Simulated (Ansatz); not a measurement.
Total density of states per atom from r²SCAN (plane waves, PAW; program Ansatz), in 0.25 eV bins, energy from the valence-band maximum:

```json
[
 {"E (eV)": "-7.85", "states/eV/atom": "0.00"},
 {"E (eV)": "-7.60", "states/eV/atom": "0.00"},
 {"E (eV)": "-7.35", "states/eV/atom": "0.00"},
 {"E (eV)": "-7.10", "states/eV/atom": "0.00"},
 {"E (eV)": "-6.85", "states/eV/atom": "0.00"},
 {"E (eV)": "-6.60", "states/eV/atom": "0.00"},
 {"E (eV)": "-6.35", "states/eV/atom": "0.00"},
 {"E (eV)": "-6.10", "states/eV/atom": "0.00"},
 {"E (eV)": "-5.85", "states/eV/atom": "0.00"},
 {"E (eV)": "-5.60", "states/eV/atom": "0.00"},
 {"E (eV)": "-5.35", "states/eV/atom": "0.00"},
 {"E (eV)": "-5.10", "states/eV/atom": "0.00"},
 {"E (eV)": "-4.85", "states/eV/atom": "0.00"},
 {"E (eV)": "-4.60", "states/eV/atom": "0.00"},
 {"E (eV)": "-4.35", "states/eV/atom": "0.00"},
 {"E (eV)": "-4.10", "states/eV/atom": "0.00"},
 {"E (eV)": "-3.85", "states/eV/atom": "0.00"},
 {"E (eV)": "-3.60", "states/eV/atom": "0.00"},
 {"E (eV)": "-3.35", "states/eV/atom": "0.05"},
 {"E (eV)": "-3.10", "states/eV/atom": "0.49"},
 {"E (eV)": "-2.85", "states/eV/atom": "0.93"},
 {"E (eV)": "-2.60", "states/eV/atom": "1.03"},
 {"E (eV)": "-2.35", "states/eV/atom": "1.13"},
 {"E (eV)": "-2.10", "states/eV/atom": "0.42"},
 {"E (eV)": "-1.85", "states/eV/atom": "0.94"},
 {"E (eV)": "-1.60", "states/eV/atom": "2.31"},
 {"E (eV)": "-1.35", "states/eV/atom": "1.43"},
 {"E (eV)": "-1.10", "states/eV/atom": "1.28"},
 {"E (eV)": "-0.85", "states/eV/atom": "0.95"},
 {"E (eV)": "-0.60", "states/eV/atom": "0.62"},
 {"E (eV)": "-0.35", "states/eV/atom": "0.33"},
 {"E (eV)": "-0.10", "states/eV/atom": "0.08"},
 {"E (eV)": "0.15", "states/eV/atom": "0.00"},
 {"E (eV)": "0.40", "states/eV/atom": "0.00"},
 {"E (eV)": "0.65", "states/eV/atom": "0.00"},
 {"E (eV)": "0.90", "states/eV/atom": "0.00"},
 {"E (eV)": "1.15", "states/eV/atom": "0.00"},
 {"E (eV)": "1.40", "states/eV/atom": "0.00"},
 {"E (eV)": "1.65", "states/eV/atom": "0.01"},
 {"E (eV)": "1.90", "states/eV/atom": "0.23"},
 {"E (eV)": "2.15", "states/eV/atom": "0.47"},
 {"E (eV)": "2.40", "states/eV/atom": "0.69"},
 {"E (eV)": "2.65", "states/eV/atom": "0.70"},
 {"E (eV)": "2.90", "states/eV/atom": "0.55"},
 {"E (eV)": "3.15", "states/eV/atom": "0.65"},
 {"E (eV)": "3.40", "states/eV/atom": "0.90"},
 {"E (eV)": "3.65", "states/eV/atom": "1.81"},
 {"E (eV)": "3.90", "states/eV/atom": "0.43"},
 {"E (eV)": "4.15", "states/eV/atom": "0.71"},
 {"E (eV)": "4.40", "states/eV/atom": "1.60"},
 {"E (eV)": "4.65", "states/eV/atom": "0.90"},
 {"E (eV)": "4.90", "states/eV/atom": "1.05"},
 {"E (eV)": "5.15", "states/eV/atom": "0.94"},
 {"E (eV)": "5.40", "states/eV/atom": "1.20"}
]
```

### Question
Pick the material that matches.
A. K3GaF6, Fm-3m (K on 8c, K on 4b, Ga on 4a, F on 24e)
B. KYTe2, R-3m (K on 3b, Y on 3a, Te on 6c)
C. BiTe, rock salt
D. YN, CsCl type

### Answer
B, KYTe2, R-3m (K on 3b, Y on 3a, Te on 6c). Top 1 eV of the valence band: Te 5p 91 %, Y 4d 5 %. Bottom 1 eV of the conduction band: Y 4d 81 %, Te 5p 8 %, outside the projected shells 7 %. Projections are on Löwdin-orthogonalised atomic valence shells; empty p or d shells of many metals are not among them.

The workflow started from a Materials Project entry (that database holds measured and hypothetical structures alike); the Crystallography Open Database copy checked does not list it. Its standing as an ambient phase is unchecked. The r²SCAN relaxation kept the symmetry of its start; whether a distortion lowers the energy is not shown. No spin polarisation was allowed. Spin–orbit coupling is left out wherever it is not named.

Potentials: the later of the program's two PAW sets.
